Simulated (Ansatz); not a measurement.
AlAs:
```
AlAs
1.0
    0.00000     2.81442     2.81442
    2.81442     0.00000     2.81442
    2.81442     2.81442     0.00000
Al As
1 1
Direct
  0.00000   0.00000   0.00000
  0.25000   0.25000   0.25000
```

Tensor components refer to the Cartesian frame of this cell.

Task: Give the high-frequency dielectric tensor and the Born effective charge tensors of the independent atoms from DFPT, the program Ansatz at the LDA level (PAW).

Result: 
ε∞:
```
9.44  0.00  0.00
0.00  9.44  0.00
0.00  0.00  9.44
```
Z* of atom 1 (Al), rows: field, columns: displacement, in e:
```
2.15  0.00  0.00
0.00  2.15  0.00
0.00  0.00  2.15
```
Z* of atom 2 (As), rows: field, columns: displacement, in e:
```
-2.15   0.00   0.00
 0.00  -2.15   0.00
 0.00   0.00  -2.15
```

Space group F-43m (zinc blende). Symmetry was held in the LDA relaxation. Spin–orbit coupling is left out wherever it is not named.

Potentials: the earlier of the program's two PAW sets. The files were generated under PBE; for other functionals the program regenerates the frozen cores, and for LDA and PBEsol the local potential too.
